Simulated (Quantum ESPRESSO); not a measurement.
## ScAl3SnZr3 (one run as intended and one with a planted mistake)

A calculation, not a measurement. The program is pw.x of Quantum ESPRESSO 7.5 (plane-wave density functional theory). The cell is made up: eight metal atoms on a hexagonal close-packed lattice, with elements, volume, strain and displacements drawn at random and not relaxed, so it may be unstable or far from any real phase. PseudoDojo standard norm-conserving files set the functional (PBE unless stated); there is no spin polarisation or spin-orbit coupling, the Fermi-Dirac width of 0.25 eV means electrons at about 2900 K, and the masses in the input are unused placeholders. The tin pseudopotential is less sure than most, with forces differing by about three percent from a second method on plain tin. A spin test at this wide smearing found no moment, but such smearing suppresses magnetism that the real alloy may have.

Intended input:

```
&control calculation='scf', pseudo_dir='./dojo.nc.sr.pbe.v0_5.standard.upf', outdir='./o', disk_io='minimal', tprnfor=.true., tstress=.true. /
&system ibrav=0, nat=8, ntyp=4, nbnd=49, ecutwfc=84.00895049, nosym=.true., tot_charge=0,
 occupations='smearing', smearing='fd', degauss=0.0183746611
/
&electrons conv_thr=1.470e-08, electron_maxstep=70, mixing_beta=0.5 /
ATOMIC_SPECIES
Al 1.0 Al.upf
Sc 1.0 Sc.upf
Sn 1.0 Sn.upf
Zr 1.0 Zr.upf
CELL_PARAMETERS angstrom
4.6896 -2.7099 0.0101
-3.1531 -0.0275 -5.0037
3.116 5.402 0.0524
ATOMIC_POSITIONS angstrom
Sc -0.0017 0.0091 0.013
Al 1.5243 2.6811 0.029
Sn 0.0121 1.7894 -2.4816
Zr 1.5018 4.5052 -2.4511
Zr 3.1096 -0.0373 0.0384
Al 4.6831 2.6403 0.0616
Zr 1.5119 -0.8865 -2.5038
Al 3.1388 1.7849 -2.4853
K_POINTS automatic
5 5 4 1 1 1
```

The log is shortened where brackets say so; the opening notice, blank lines, dates and the lines on written files are dropped, and the path of the files is cut. It prints rydbergs, bohrs and kilobars, and counts compression as positive stress. Its total energy is the free energy E - TS of the whole cell.

Log of the intended run:

```
     Program PWSCF v.7.5
     Parallel version (MPI & OpenMP), running on       4 processor cores
     Number of MPI processes:                 4
     Threads/MPI process:                     1
     [start-up lines left out]
     bravais-lattice index     =            0
     lattice parameter (alat)  =      10.2353  a.u.
     unit-cell volume          =    1136.3227 (a.u.)^3
     number of atoms/cell      =            8
     number of atomic types    =            4
     number of electrons       =        70.00
     number of Kohn-Sham states=           49
     kinetic-energy cutoff     =      84.0090  Ry
     charge density cutoff     =     336.0358  Ry
     scf convergence threshold =      1.5E-08
     mixing beta               =       0.5000
     number of iterations used =            8  plain     mixing
     Exchange-correlation= PBE
                           (   1   4   3   4   0   0   0)
     [axes and pseudopotential details left out]
   Cartesian axes
     site n.     atom                  positions (alat units)
         1        Sc     tau(   1) = (  -0.0003139   0.0016801   0.0024002  )
         2        Al     tau(   2) = (   0.2814297   0.4950083   0.0053542  )
         3        Sn     tau(   3) = (   0.0022340   0.3303748  -0.4581749  )
         4        Zr     tau(   4) = (   0.2772756   0.8317898  -0.4525437  )
         5        Zr     tau(   5) = (   0.5741218  -0.0068867   0.0070897  )
         6        Al     tau(   6) = (   0.8646352   0.4874755   0.0113731  )
         7        Zr     tau(   7) = (   0.2791403  -0.1636734  -0.4622736  )
         8        Al     tau(   8) = (   0.5795129   0.3295440  -0.4588580  )
     number of k points=    50  Fermi-Dirac smearing, width (Ry)=  0.0184
                       cart. coord. in units 2pi/alat
        k(    1) = (   0.1420923   0.0452890  -0.1980343), wk =   0.0400000
        k(    2) = (   0.2511331   0.2337289  -0.2677823), wk =   0.0400000
     [further k points left out]
     Dense  grid:   118245 G-vectors     FFT dimensions: (  60,  72,  72)
     Estimated max dynamical RAM per process >     319.09 MB
     Estimated total dynamical RAM >       1.16 GB
     Initial potential from superposition of free atoms
     starting charge      69.9814, renormalised to      70.0000
     Starting wfcs are   61 randomized atomic wfcs
     total cpu time spent up to now is        5.6 secs
     per-process dynamical memory:   245.9 Mb
     Self-consistent Calculation
     iteration #  1     ecut=    84.01 Ry     beta= 0.50
     Davidson diagonalization with overlap
     ethr =  1.00E-02,  avg # of iterations =  2.0
     Threshold (ethr) on eigenvalues was too large:
     Diagonalizing with lowered threshold
     Davidson diagonalization with overlap
     ethr =  5.16E-04,  avg # of iterations =  3.1
     total cpu time spent up to now is       25.3 secs
     total energy              =    -572.03869086 Ry
     estimated scf accuracy    <       0.37284641 Ry
     iteration #  2     ecut=    84.01 Ry     beta= 0.50
     Davidson diagonalization with overlap
     ethr =  5.33E-04,  avg # of iterations =  4.8
     total cpu time spent up to now is       37.8 secs
     total energy              =    -572.05785969 Ry
     estimated scf accuracy    <       0.93567620 Ry
     [iterations 3 to 12 left out]
     iteration # 13     ecut=    84.01 Ry     beta= 0.50
     Davidson diagonalization with overlap
     ethr =  7.53E-11,  avg # of iterations =  5.2
     total cpu time spent up to now is      157.7 secs
     total energy              =    -572.19187501 Ry
     estimated scf accuracy    <       0.00000004 Ry
     iteration # 14     ecut=    84.01 Ry     beta= 0.50
     Davidson diagonalization with overlap
     ethr =  5.65E-11,  avg # of iterations =  2.0
     total cpu time spent up to now is      166.4 secs
     End of self-consistent calculation
     [lines on levels left out]
!    total energy              =    -572.19187501 Ry
     estimated scf accuracy    <          2.0E-09 Ry
     smearing contrib. (-TS)   =      -0.10744230 Ry
     internal energy E=F+TS    =    -572.08443271 Ry
     The total energy is F=E-TS. E is the sum of the following terms:
     one-electron contribution =    -202.15727638 Ry
     hartree contribution      =     130.14476701 Ry
     xc contribution           =    -126.94604817 Ry
     ewald contribution        =    -373.12587516 Ry
     convergence has been achieved in  14 iterations
     Forces acting on atoms (cartesian axes, Ry/au):
     atom    1 type  2   force =    -0.01675285   -0.00619256    0.01207609
     atom    2 type  1   force =     0.00223688    0.00650008   -0.00589284
     atom    3 type  3   force =    -0.00039433    0.00234412   -0.00579842
     atom    4 type  4   force =    -0.00222008   -0.02374480    0.02814522
     atom    5 type  4   force =     0.00289308    0.01738590   -0.03322470
     atom    6 type  1   force =    -0.00452481    0.01048986   -0.00631778
     atom    7 type  4   force =     0.01811015   -0.01649206   -0.00627224
     atom    8 type  1   force =     0.00065196    0.00970943    0.01728467
     Total force =     0.067563     Total SCF correction =     0.000125
     Computing stress (Cartesian axis) and pressure
          total   stress  (Ry/bohr**3)                   (kbar)     P=       -4.86
  -0.00006261  -0.00015491   0.00012781           -9.21      -22.79       18.80
  -0.00015491  -0.00014441  -0.00010339          -22.79      -21.24      -15.21
   0.00012781  -0.00010339   0.00010794           18.80      -15.21       15.88
     init_run     :      5.30s CPU      5.56s WALL (       1 calls)
     electrons    :    159.38s CPU    160.84s WALL (       1 calls)
     forces       :      1.86s CPU      1.87s WALL (       1 calls)
     stress       :      5.30s CPU      5.31s WALL (       1 calls)
     [timing details left out]
     PWSCF        :   2m51.92s CPU   2m53.69s WALL
     JOB DONE.
```

A second run has one planted mistake: the cell and the positions are scaled by a wrong factor. The input lines that differ:

```
- 4.6896 -2.7099 0.0101
- -3.1531 -0.0275 -5.0037
- 3.116 5.402 0.0524
+ 4.5967 -2.6562 0.0099
+ -3.0907 -0.027 -4.9046
+ 3.0543 5.295 0.0514
- Sc -0.0017 0.0091 0.013
- Al 1.5243 2.6811 0.029
- Sn 0.0121 1.7894 -2.4816
- Zr 1.5018 4.5052 -2.4511
- Zr 3.1096 -0.0373 0.0384
- Al 4.6831 2.6403 0.0616
- Zr 1.5119 -0.8865 -2.5038
- Al 3.1388 1.7849 -2.4853
+ Sc -0.0017 0.0089 0.0127
+ Al 1.4941 2.628 0.0284
+ Sn 0.0119 1.754 -2.4325
+ Zr 1.4721 4.416 -2.4026
+ Zr 3.048 -0.0366 0.0376
+ Al 4.5904 2.588 0.0604
+ Zr 1.482 -0.8689 -2.4542
+ Al 3.0767 1.7496 -2.4361
```

Its log:

```
     Program PWSCF v.7.5
     Parallel version (MPI & OpenMP), running on       4 processor cores
     Number of MPI processes:                 4
     Threads/MPI process:                     1
     [start-up lines left out]
     bravais-lattice index     =            0
     lattice parameter (alat)  =      10.0325  a.u.
     unit-cell volume          =    1070.1258 (a.u.)^3
     number of atoms/cell      =            8
     number of atomic types    =            4
     number of electrons       =        70.00
     number of Kohn-Sham states=           49
     kinetic-energy cutoff     =      84.0090  Ry
     charge density cutoff     =     336.0358  Ry
     scf convergence threshold =      1.5E-08
     mixing beta               =       0.5000
     number of iterations used =            8  plain     mixing
     Exchange-correlation= PBE
                           (   1   4   3   4   0   0   0)
     [axes and pseudopotential details left out]
   Cartesian axes
     site n.     atom                  positions (alat units)
         1        Sc     tau(   1) = (  -0.0003202   0.0016764   0.0023922  )
         2        Al     tau(   2) = (   0.2814294   0.4950114   0.0053494  )
         3        Sn     tau(   3) = (   0.0022415   0.3303843  -0.4581869  )
         4        Zr     tau(   4) = (   0.2772855   0.8318000  -0.4525549  )
         5        Zr     tau(   5) = (   0.5741228  -0.0068940   0.0070824  )
         6        Al     tau(   6) = (   0.8646501   0.4874770   0.0113770  )
         7        Zr     tau(   7) = (   0.2791503  -0.1636664  -0.4622744  )
         8        Al     tau(   8) = (   0.5795288   0.3295555  -0.4588650  )
     number of k points=    50  Fermi-Dirac smearing, width (Ry)=  0.0184
                       cart. coord. in units 2pi/alat
        k(    1) = (   0.1420922   0.0452895  -0.1980353), wk =   0.0400000
        k(    2) = (   0.2511321   0.2337289  -0.2677856), wk =   0.0400000
     [further k points left out]
     Dense  grid:   111333 G-vectors     FFT dimensions: (  60,  64,  72)
     Estimated max dynamical RAM per process >     299.75 MB
     Estimated total dynamical RAM >       1.09 GB
     Initial potential from superposition of free atoms
     starting charge      69.9814, renormalised to      70.0000
     Starting wfcs are   61 randomized atomic wfcs
     total cpu time spent up to now is        5.9 secs
     per-process dynamical memory:   240.4 Mb
     Self-consistent Calculation
     iteration #  1     ecut=    84.01 Ry     beta= 0.50
     Davidson diagonalization with overlap
     ethr =  1.00E-02,  avg # of iterations =  2.1
     Threshold (ethr) on eigenvalues was too large:
     Diagonalizing with lowered threshold
     Davidson diagonalization with overlap
     ethr =  5.76E-04,  avg # of iterations =  2.7
     total cpu time spent up to now is       24.7 secs
     total energy              =    -572.00847977 Ry
     estimated scf accuracy    <       0.41185427 Ry
     iteration #  2     ecut=    84.01 Ry     beta= 0.50
     Davidson diagonalization with overlap
     ethr =  5.88E-04,  avg # of iterations =  4.6
     total cpu time spent up to now is       36.0 secs
     total energy              =    -572.03898115 Ry
     estimated scf accuracy    <       0.99667577 Ry
     [iterations 3 to 11 left out]
     iteration # 12     ecut=    84.01 Ry     beta= 0.50
     Davidson diagonalization with overlap
     ethr =  3.92E-10,  avg # of iterations =  5.2
     total cpu time spent up to now is      141.8 secs
     total energy              =    -572.18226701 Ry
     estimated scf accuracy    <       0.00000004 Ry
     iteration # 13     ecut=    84.01 Ry     beta= 0.50
     Davidson diagonalization with overlap
     ethr =  5.68E-11,  avg # of iterations =  2.2
     total cpu time spent up to now is      150.8 secs
     End of self-consistent calculation
     [lines on levels left out]
!    total energy              =    -572.18226702 Ry
     estimated scf accuracy    <          5.8E-09 Ry
     smearing contrib. (-TS)   =      -0.10231479 Ry
     internal energy E=F+TS    =    -572.07995223 Ry
     The total energy is F=E-TS. E is the sum of the following terms:
     one-electron contribution =    -191.26031262 Ry
     hartree contribution      =     127.13081789 Ry
     xc contribution           =    -127.28386964 Ry
     ewald contribution        =    -380.66658785 Ry
     convergence has been achieved in  13 iterations
     Forces acting on atoms (cartesian axes, Ry/au):
     atom    1 type  2   force =    -0.01960782   -0.00771071    0.01285586
     atom    2 type  1   force =     0.00612091    0.00859509   -0.00712954
     atom    3 type  3   force =     0.00069110    0.00695644   -0.00720201
     atom    4 type  4   force =    -0.00416214   -0.02644537    0.03273863
     atom    5 type  4   force =     0.00410191    0.01856522   -0.03980596
     atom    6 type  1   force =    -0.00642217    0.00922551   -0.00575926
     atom    7 type  4   force =     0.02074879   -0.01969274   -0.00445947
     atom    8 type  1   force =    -0.00147057    0.01050656    0.01876175
     Total force =     0.077903     Total SCF correction =     0.000208
     Computing stress (Cartesian axis) and pressure
          total   stress  (Ry/bohr**3)                   (kbar)     P=       50.06
   0.00029743  -0.00015420   0.00012382           43.75      -22.68       18.21
  -0.00015420   0.00022979  -0.00011795          -22.68       33.80      -17.35
   0.00012382  -0.00011795   0.00049376           18.21      -17.35       72.63
     init_run     :      5.30s CPU      5.82s WALL (       1 calls)
     electrons    :    143.49s CPU    144.89s WALL (       1 calls)
     forces       :      1.63s CPU      1.66s WALL (       1 calls)
     stress       :      5.00s CPU      5.01s WALL (       1 calls)
     [timing details left out]
     PWSCF        :   2m35.53s CPU   2m37.53s WALL
     JOB DONE.
```

|  | intended run | run with the mistake |
| --- | --- | --- |
| free energy (eV) | -7785.067 | -7784.936 |
| entropy term -TS, part of it (eV) | -1.462 | -1.392 |
| pressure (GPa) | -0.49 | 5.01 |
| size of the largest force component (eV/Å) | 0.854 | 1.023 |
| largest change of a force component (eV/Å) |  | 0.169 |
| iterations | 14 | 13 |

For scale, a rerun of the intended cell at a higher cutoff and on a denser mesh moved values by no more than 0.009 eV in energy, 0.04 GPa in stress and 0.009 eV/Å in force, and a second program with other atomic files agreed on that cell to 2 % rms in force and 0.5 GPa in pressure.